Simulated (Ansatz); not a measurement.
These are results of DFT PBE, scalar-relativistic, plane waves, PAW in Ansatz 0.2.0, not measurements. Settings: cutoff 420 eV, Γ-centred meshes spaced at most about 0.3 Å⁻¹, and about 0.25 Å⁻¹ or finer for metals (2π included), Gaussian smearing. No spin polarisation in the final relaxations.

Temperature and zero-point effects are left out.

Two relaxed structures of Li5Sc:

A.

```xyz
6
Lattice="5.3226 0.0000 0.0000 -2.6613 4.6095 0.0000 0.0000 0.0000 4.9522" Properties=species:S:1:pos:R:3 pbc="T T T"
Li    2.6613    1.5365    0.0000
Li    0.0000    3.0730    0.0000
Li   -0.9705    1.6810    2.4761
Li    1.9410    0.0000    2.4761
Li    1.6908    2.9285    2.4761
Sc    0.0000    0.0000    0.0000
```

B.

```xyz
6
Lattice="5.5737 0.0000 0.0000 -2.7868 4.8269 0.0000 0.0000 0.0000 4.5381" Properties=species:S:1:pos:R:3 pbc="T T T"
Li    0.0000    3.2180    0.0000
Li    2.7868    1.6090    0.0000
Li    2.7868    0.0000    2.2691
Li    1.3934    2.4135    2.2691
Li   -1.3934    2.4135    2.2691
Sc    0.0000    0.0000    0.0000
```

Task: Which would you expect to be lower, and how large is the difference?

Result: A is lower, by 42 meV/atom. A has Li and Sc ordered on hcp sites, space group P-62m (No. 189), 20.3 Å³/atom and no gap on its mesh; B has the CaCu5 type, space group P6/mmm (No. 191), 20.3 Å³/atom and no gap. Counting all near atoms (those within 1.25 times the shortest distance at each site; a plus sign parts nearer from farther groups; a slash parts the counts of unlike sites), A has Li 12, Sc 12 and B has Li 8/6+6, Sc 6+12. Even the lower one lies +0.15 eV/atom against the reference forms of the elements (uncorrected), so neither is stable at this level. In A, around Li on a site of symmetry -6 lie 9 Li at 3.00–3.07 Å and 3 Sc at 3.07 Å; Li on a site of symmetry m2m is surrounded by 8 Li at 2.94–3.00 Å, 2 Sc at 3.15 Å and 2 Li at 3.36 Å; Sc is surrounded by 12 Li at 3.07–3.15 Å. In B, Li on a site of symmetry -6m2 has 6 Li at 2.78 Å, 3 Sc at 3.22 Å and 3 Li at 3.22 Å; around Li on a site of symmetry mmm lie 8 Li at 2.78–2.79 Å and 4 Sc at 3.59 Å; around Sc lie 6 Li at 3.22 Å and 12 Li at 3.59 Å. Both come from invented guesses.

Cells relaxed within their symmetry can be saddle points. The P-62m cell of Li5Sc came from shaking the P6/mmm one.
